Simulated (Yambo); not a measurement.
BSE-type run in Yambo on Rb$_{2}$NaScF$_{6}$ (space group Fm-3m, No. 225), at zero momentum.

Quantum ESPRESSO step (PBEsol, PseudoDojo standard norm-conserving files, scalar-relativistic):
```
&CONTROL
  calculation = 'nscf'
  pseudo_dir = './pseudo'
  outdir = './out'
/
&SYSTEM
  ibrav = 0
  nat = 10
  ntyp = 4
  ecutwfc = 88.0
  ecutrho = 352.0
  occupations = 'fixed'
  force_symmorphic = .true.
  nbnd = 106
/
&ELECTRONS
  conv_thr = 1e-08
  diago_full_acc = .true.
  diago_thr_init = 1e-08
/
ATOMIC_SPECIES
F 18.9984 F.upf
Na 22.9898 Na.upf
Sc 44.9559 Sc.upf
Rb 85.4678 Rb.upf
CELL_PARAMETERS angstrom
  0.000000000000   4.374530000000   4.374530000000
  4.374530000000   0.000000000000   4.374530000000
  4.374530000000   4.374530000000   0.000000000000
ATOMIC_POSITIONS crystal
F   0.766770000000   0.233230000000   0.233230000000
F   0.233230000000   0.766770000000   0.766770000000
F   0.233230000000   0.766770000000   0.233230000000
F   0.766770000000   0.233230000000   0.766770000000
F   0.233230000000   0.233230000000   0.766770000000
F   0.766770000000   0.766770000000   0.233230000000
Na   0.500000000000   0.500000000000   0.500000000000
Sc   0.000000000000   0.000000000000   0.000000000000
Rb   0.750000000000   0.750000000000   0.750000000000
Rb   0.250000000000   0.250000000000   0.250000000000
K_POINTS automatic
4 4 4 0 0 0
```

Yambo input:
```
rim_cut
optics
bse
bss
dipoles
em1s
RandQpts= 1000000
RandGvec= 1 Ry
FFTGvecs= 40 Ry
Chimod= "HARTREE"
BSKmod= "SEX"
BSEmod= "resonant"
BSSmod= "hs"
BSENGexx= 15 Ry
BSENGBlk= 3 Ry
% BSEQptR
 1 | 1 |
%
% BSEBands
 23 | 51 |
%
% BEnRange
 0.0 | 12.1 | eV
%
% BDmRange
 0.15 | 0.15 | eV
%
BEnSteps= 242
% BLongDir
 1.0 | 0.0 | 0.0 |
%
BSHayTrs= -0.02
BSSNEig= 24
WRbsWF
% BndsRnXs
 3 | 100 |
%
NGsBlkXs= 3 Ry
% LongDrXs
 1.0 | 1.0 | 1.0 |
%
```

From the report:

The dimension is k points × valence × conduction bands = 64 × 18 × 11 = 12672.
```
  [SLEPC] Approach                          : Krylov-Schur
  [SLEPC] Number of requested eigenvalues   :  24
  [SLEPC] Number of eigenvalues        [NEV]:  24
   [K] Dimension                                    :  12672
   [K] Bands                                        :   23   51
   [K] Exchange res                                 : yes
   [K] Correlation res                              : yes
   [K] W interaction is bare                        : no
   [K] RL vectors exchange                          :  1139
   [K] RL vectors correlation                       :  137
   [W] Matrix size                                  :  137
   [W] Bands                                        :    3  100
   [W] Coulomb Cutoff                               : none
   [W] Hxc Kernel                                   : HARTREE
```

Geometry of the Materials Project entry, not relaxed at this level.

The structure is a Materials Project entry; no match was found in the copy of COD used, and its stability was not checked.
